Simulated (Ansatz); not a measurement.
AlN:
```
AlN
1.0
    5.37165     0.00000     0.00000
    0.00000     5.37165     0.00000
    0.00000     0.00000     5.37165
Al N
6 6
Direct
  0.25000   0.50000   0.00000
  0.75000   0.50000   0.00000
  0.00000   0.25000   0.50000
  0.00000   0.75000   0.50000
  0.50000   0.00000   0.25000
  0.50000   0.00000   0.75000
  0.50000   0.25000   0.00000
  0.50000   0.75000   0.00000
  0.00000   0.50000   0.25000
  0.00000   0.50000   0.75000
  0.25000   0.00000   0.50000
  0.75000   0.00000   0.50000
```

Relaxed with PBE. Special points in fractions of this cell's reciprocal vectors: Γ (0.000, 0.000, 0.000); X (0.000, 0.500, 0.000); M (0.500, 0.500, 0.000); R (0.500, 0.500, 0.500).

### Question
List the band energies nearest the valence-band maximum at these points for plane-wave PAW PBE (Ansatz code).

### Answer
In eV from the valence-band maximum; about four levels below and three above (degenerate sets whole), none deeper than 8.9 eV; points with the same levels are listed once.

```json
[
 {"k": "Γ", "below": "-1.20 -1.20 -1.20 0.00 0.00 0.00", "above": "2.64 4.75 6.25 6.25 6.25"},
 {"k": "X", "below": "-0.90 -0.90 -0.03 -0.03", "above": "4.34 4.34 5.99 5.99"},
 {"k": "M", "below": "-0.96 -0.96 -0.68 -0.04", "above": "4.80 5.28 5.28"},
 {"k": "R", "below": "-1.45 -1.45 -1.45 -1.45", "above": "6.17 6.17 6.83 6.83 6.83 6.83 6.83 6.83"}
]
```

Space group Pm-3n. The start of the workflow was typed in or built on a structure type; neither database checked (COD, Materials Project) lists it. It is not the phase usual at ambient conditions (space group No. 186, 216). The PBE relaxation kept the symmetry of its start; its stability against distortions is not shown here.

Potentials: the earlier of the program's two PAW sets.
